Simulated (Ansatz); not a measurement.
Consider the following.

H:
```yaml
crystal:
  lattice:
    - [1.80164, -2.74632, 0.00000]
    - [1.80164, 2.74632, 0.00000]
    - [0.00000, 0.00000, 6.98239]
  atoms:
    - { symbol: H, position: [0.55880, 0.44120, 0.97147] }
    - { symbol: H, position: [0.44120, 0.55880, 0.02853] }
    - { symbol: H, position: [0.44120, 0.55880, 0.47147] }
    - { symbol: H, position: [0.55880, 0.44120, 0.52853] }
```

This is the PBEsol-relaxed structure. x, y and z are the axes in which the lattice vectors are written.

### Question
All from plane-wave PAW PBEsol (Ansatz code), unless another level is named. Give the smallest direct gap on the standard path.

### Answer
8.90 eV.

### Question
What about the band gap?

### Answer
8.67 eV (indirect).

### Question
Next, the valence-band maximum?

### Answer
at Y (k = 0.500, 0.500, 0.000).

### Question
Give the conduction-band minimum.

### Answer
at Γ.

Space group Cmcm. The first step of the workflow began from a Materials Project structure, measured or hypothetical; the Crystallography Open Database copy checked does not list it. It is not the usual solid phase (space group No. 194). The PBEsol relaxation kept the symmetry of its start; whether a distortion lowers the energy is not shown. The substance is a gas or liquid at ambient conditions. A crystal of weakly bound units computed without a dispersion correction: the cell and the soft elastic constants depend strongly on that.

Potentials: the later of the program's two PAW sets.
